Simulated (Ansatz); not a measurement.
As, omega (AlB2-type): geometry optimisation

Computed with DFT, LDA (PW92), plane waves (420 eV) with PAW, scalar-relativistic (Ansatz). The PAW files were generated under PBE, with cores re-solved for the functional.

k-point mesh 8×8×11, Fermi-Dirac smearing 0.1 eV, no spin polarisation. Cell and atoms relax.

Starting structure:

```yaml
crystal:
  lattice:
    - [4.69391, 0.00000, 0.00000]
    - [-2.34695, 4.06504, 0.00000]
    - [0.00000, 0.00000, 2.87736]
  atoms:
    - { symbol: As, position: [0.00000, 0.00000, 0.00000] }
    - { symbol: As, position: [0.33333, 0.66667, 0.50000] }
    - { symbol: As, position: [0.66667, 0.33333, 0.50000] }
```

**Question.** The pressure at the start is -1.0 GPa. By how much does the volume change?

**Answer.** From 18.30 to 18.03 Å³ per atom, -1.5 %. The final cell has a = 4.752 Å, c = 2.765 Å (c/a = 0.582).

**Question.** How much energy does the relaxation gain?

**Answer.** 16.3 meV per atom.
